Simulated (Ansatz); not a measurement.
Given:

SiC (wurtzite)

```
SiC
1.0
    6.18391     0.00000     0.00000
   -1.54598     2.67771     0.00000
    0.00000     0.00000     5.07427
Si C
4 4
Cartesian
  1.54598   0.89257   0.00264
  4.63793   0.89257   0.00264
  0.00000   1.78514   2.53977
  3.09195   1.78514   2.53977
  1.54598   0.89257   3.16980
  4.63793   0.89257   3.16980
  0.00000   1.78514   0.63266
  3.09195   1.78514   0.63266
```

A phonon eigenvector at M = (0.5, 0.0, 0.0) is frozen into this cell: atom i moves by Q times the vector below, so Q is the largest atomic displacement, in Å. The cell is held. (q is in reciprocal vectors of the primitive cell; the cell shown is doubled to hold the pattern.)

```tsv
atom	x	y	z
Si1	0.859	0.496	0.128
Si2	-0.859	-0.496	-0.128
Si3	-0.859	-0.496	0.128
Si4	0.859	0.496	-0.128
C5	0.442	0.255	-0.432
C6	-0.442	-0.255	0.432
C7	-0.442	-0.255	-0.432
C8	0.442	0.255	0.432
```

The numbers are results of PBE (plane waves to 420 eV, PAW, scalar-relativistic; Ansatz, an electronic-structure program), not measurements. k mesh 6×12×7 (Γ-centred), Fermi-Dirac smearing 0.05 eV. Energies are smeared free energies. SiC was relaxed with its symmetry unable to fall. The zero of ΔE is the undisplaced structure.

The scan covers Q from -0.180 to 0.180 Å in 13 points.

Task: Is this a single well or a double well?

Result: A single well with its minimum at or next to zero displacement.

Task: Which space group does the distorted structure have?

Result: Pmn2_1 (No. 31), lowered from P6_3mc.

Task: What is the energy change at Q = 0.180 Å?

Result: 2270 meV/cell.

Task: What harmonic wavenumber does the curvature at Q = 0 give?

Result: 543 cm⁻¹.

(For displaced atoms, the force is minus the slope of the energy, and its curvature is a force constant, which sets phonon frequencies.)
